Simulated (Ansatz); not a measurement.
GaAs:
```xyz
2
Lattice="2.6426 0.0000 0.0000 0.0000 2.6426 0.0000 0.0000 0.0000 5.3566" Properties=species:S:1:pos:R:3 pbc="T T T"
Ga     0.0000     0.0000     2.6783
As     0.0000     0.0000     0.0000
```

Relaxed with LDA. Special points in fractions of this cell's reciprocal vectors: Γ (0.000, 0.000, 0.000); X (0.000, 0.500, 0.000); M (0.500, 0.500, 0.000); Z (0.000, 0.000, 0.500); R (0.000, 0.500, 0.500); A (0.500, 0.500, 0.500).

### Question
List the band energies nearest the Fermi level at these points for LDA (plane waves, PAW; program Ansatz).

### Answer
In eV from the Fermi level; about four levels below and three above (degenerate sets whole), none deeper than 8.9 eV; points with the same levels are listed once.

```json
[
 {"k": "Γ", "below": "-8.35 -6.07", "above": "5.33 5.33 6.52"},
 {"k": "X", "below": "-6.61 -3.61 -2.90 -2.14", "above": "3.21 7.86 9.80"},
 {"k": "M", "below": "-7.00 -3.69 -3.69", "above": "0.03 1.31 1.31"},
 {"k": "Z", "below": "-1.28", "above": "0.03 5.49 5.49"},
 {"k": "R", "below": "-6.25 -5.73 -3.30", "above": "2.17 3.82 7.24"},
 {"k": "A", "below": "-6.98 -3.43 -3.43 -1.47", "above": "0.35 0.35 3.50"}
]
```

Space group P4/mmm. The workflow started from a Materials Project entry (that database holds measured and hypothetical structures alike); the Crystallography Open Database copy checked does not list it. It is not the phase usual at ambient conditions (space group No. 216). The cell was relaxed with LDA under the symmetry of its start; of distortions, only those at the zone centre were tested. Scalar-relativistic: spin–orbit coupling is off unless named, which matters more the heavier the elements.

Potentials: the earlier of the program's two PAW sets.
